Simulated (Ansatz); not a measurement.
Here is the system:

GeSe₂O₆:
```cif
data_Ge2O12Se4
_chemical_formula_sum 'Ge2 Se4 O12'
_space_group_name_H-M_alt 'P21/c'
_space_group_IT_number 14
_space_group_name_Hall '-P 2ybc'
_cell_length_a 5.06752
_cell_length_b 6.87851
_cell_length_c 8.83047
_cell_angle_alpha 90.000
_cell_angle_beta 124.106
_cell_angle_gamma 90.000
loop_
_space_group_symop_operation_xyz
  'x, y, z'
  '-x, -y, -z'
  '-x, y+1/2, -z+1/2'
  'x, -y+1/2, z+1/2'
loop_
_atom_site_label
_atom_site_type_symbol
_atom_site_symmetry_multiplicity
_atom_site_Wyckoff_symbol
_atom_site_fract_x
_atom_site_fract_y
_atom_site_fract_z
_atom_site_occupancy
Ge1 Ge 2 a 0.00000 0.00000 0.00000 1
Se1 Se 4 e 0.68939 0.17272 0.20359 1
O1 O 4 e 0.71601 0.16041 0.01723 1
O2 O 4 e 0.19528 0.91098 0.24203 1
O3 O 4 e 0.28812 0.21283 0.08710 1
```

This is the r²SCAN-relaxed structure.

Problem. All from DFT-r²SCAN in the program Ansatz with PAW potentials, unless another level is named. Give the formation energy from the elements (no fitted shifts).

Solution. -106 kJ/mol of atoms.

Problem. Predict the band gap.

Solution. 4.74 eV (indirect).

Problem. And the smallest direct gap on the standard path?

Solution. 4.80 eV.

Space group P2_1/c. The first step of the workflow began from a Materials Project structure, measured or hypothetical; the Crystallography Open Database copy checked does not list it. Whether it is the stable phase at ambient conditions was not checked. The r²SCAN relaxation kept the symmetry of its start; whether a distortion lowers the energy is not shown. The references are the lowest solids computed at this level, not always the standard phases (solids in place of the gases). Spin–orbit coupling is left out wherever it is not named.

Potentials: the later of the program's two PAW sets.
